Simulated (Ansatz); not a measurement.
## Li3ScC3, a known structure type with other elements, at an estimated volume

```xyz
14
Lattice="3.3021 0.0000 0.0000 -1.6510 2.8597 0.0000 0.0000 0.0000 16.5113" Properties=species:S:1:pos:R:3 pbc="T T T"
C    -0.0002    1.9065    4.1278
C     1.6509    0.9531   12.3835
C    -0.0002    1.9065    9.7021
C     1.6509    0.9531    1.4464
C    -0.0002    1.9065   15.0649
C     1.6510    0.9534    6.8093
Sc    0.0000    0.0000    0.0000
Sc    0.0000    0.0000    8.2557
Li   -0.0002    1.9065    2.1349
Li    1.6509    0.9531   10.3906
Li   -0.0002    1.9065    6.1208
Li    1.6510    0.9534   14.3764
Li   -0.0002    1.9065   12.3835
Li    1.6509    0.9531    4.1278
```

Method: LDA, no spin polarisation; PAW, plane waves to 420 eV, 9×9×2 Γ-centred mesh, gaussian occupations (width 0.0207 eV) (Ansatz 0.2.0), atoms fixed.

What do density and ELF say about some of the short contacts?

C–Li at 1.91 Å: least valence density 0.25 e/Å³ and ELF 0.08 there. Sc–C at 2.39 Å: least valence density 0.33 e/Å³ and ELF 0.23 there. Both are smooth PAW fields, read partly inside the augmentation spheres.

Which atom feels the largest force, and which way?

The largest is on C5 (and as large on other atoms): 1.77 eV/Å, components (0.00, 0.00, 1.77). It makes 110° with the line to a nearest neighbour, Li12 at 2.03 Å.

Is it stable against the elements?

1.15 eV an atom against the elements' usual phases (free molecules for gases, crystals otherwise, with no correction for O₂ or N₂), so at this geometry it isn't bound against them. Relaxing would lower it.

What does the stress say?

The pressure is -1.7 GPa (compression positive), so with the atoms held at these fractions the cell would first shrink; the forces are large, so a full relaxation may end otherwise. The principal stresses -9.0, 2.0, 2.0 GPa differ, so its shape would change too.

Metal or insulator?

It is a metal, with about 12 states/eV a cell as the mean within 0.25 eV of the Fermi level, mostly C p (81 %) and Sc d (15 %).

Origin: a known structure type with other elements, at an estimated volume, so it need not be a known compound. Caveats: many states at the Fermi level without spin polarisation, so a magnetic state may lie lower; atoms or cell far from equilibrium.
